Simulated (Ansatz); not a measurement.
La2O3:
```xyz
5
Lattice="3.9352 0.0000 0.0000 -1.9676 3.4080 0.0000 0.0000 0.0000 6.1264" Properties=species:S:1:pos:R:3 pbc="T T T"
La     0.0000     2.2720     1.5079
La     1.9676     1.1360     4.6185
O      0.0000     0.0000     0.0000
O      0.0000     2.2720     3.9584
O      1.9676     1.1360     2.1680
```

Relaxed with r²SCAN. Special points in fractions of this cell's reciprocal vectors: Γ (0.000, 0.000, 0.000); M (0.500, 0.000, 0.000); K (0.333, 0.333, 0.000); A (0.000, 0.000, 0.500); L (0.500, 0.000, 0.500); H (0.333, 0.333, 0.500).

### Question
List the band energies nearest the valence-band maximum at these points for r²SCAN with spin–orbit coupling in the plane-wave PAW code Ansatz.

### Answer
In eV from the valence-band maximum; about four levels below and three above (degenerate sets whole), none deeper than 8.9 eV; points with the same levels are listed once.

```tsv
k	below	above
Γ	-0.37 -0.37 -0.13 -0.13	4.75 4.75 5.07 5.07
M	-0.43 -0.43 -0.29 -0.29	4.27 4.27 5.21 5.21
K	-0.81 -0.81 -0.12 -0.12	4.21 4.21 5.25 5.25
A	-0.35 -0.35 -0.25 -0.25	5.18 5.18 5.22 5.22
L	-0.38 -0.38 0.00 0.00	4.88 4.88 5.05 5.05
H	-0.30 -0.30 -0.30 -0.30 -0.20 -0.20	4.63 4.63 5.31 5.31
```

Space group P-3m1 (La2O3 or Ni2Al3 type). Symmetry was held in the r²SCAN relaxation; phonons on a q-mesh show no instability.

Potentials: the later of the program's two PAW sets.
